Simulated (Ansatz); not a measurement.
The start is a relaxed BAs cell with every coordinate shifted by Gaussian noise of σ = 0.2 Å. Cell shape, volume and atoms are optimised at zero target pressure with PBE (plane waves to 420 eV, PAW, scalar-relativistic; Ansatz, an electronic-structure program). The first steps use a coarse 8×8×8 k-mesh.

The start:
```
BAs
1.0
    0.00000     2.40472     2.40472
    2.40472     0.00000     2.40472
    2.40472     2.40472     0.00000
As B
1 1
Direct
  0.66028   0.68445   0.78629
  0.97791   0.89689   0.04092
```

### Question
How large is the pressure on the unrelaxed cell, and of which sign?

### Answer
+3.1 GPa (positive: the cell is compressed).

### Question
By how much does the energy per atom fall from start to end?

### Answer
0.19 eV/atom.

### Question
Is the parent structure recovered?

### Answer
It relaxes back to the parent, F-43m (No. 216).

### Question
How do the shortest distances between atoms change?

### Answer
The closest pairs of elements (up to four, under 3.6 Å), start → end: As–B 1.90 → 2.08 Å; As–As 3.40 → 3.40 Å; B–B 3.40 → 3.40 Å.

### Question
What band gap does the relaxed structure have at this level?

### Answer
1.21 eV, indirect (valence top at Γ, conduction bottom at 82 % of the way from Γ to X) (no spin-orbit coupling).

It ends as:

```cif
data_As4B4
_chemical_formula_sum 'As4 B4'
_space_group_name_H-M_alt 'F-43m'
_space_group_IT_number 216
_space_group_name_Hall 'F -4 2 3'
_cell_length_a 4.80924
_cell_length_b 4.80924
_cell_length_c 4.80924
_cell_angle_alpha 90.000
_cell_angle_beta 90.000
_cell_angle_gamma 90.000
loop_
_atom_site_label
_atom_site_type_symbol
_atom_site_symmetry_multiplicity
_atom_site_Wyckoff_symbol
_atom_site_fract_x
_atom_site_fract_y
_atom_site_fract_z
_atom_site_occupancy
As1 As 4 b 0.50000 0.50000 0.50000 1
B1 B 4 c 0.25000 0.25000 0.25000 1
```
(The calculation used a cell of 2 atoms; values per cell refer to that cell.)

Final values are on a 12×12×12 k-mesh of the relaxed cell. No spin polarisation in the result.
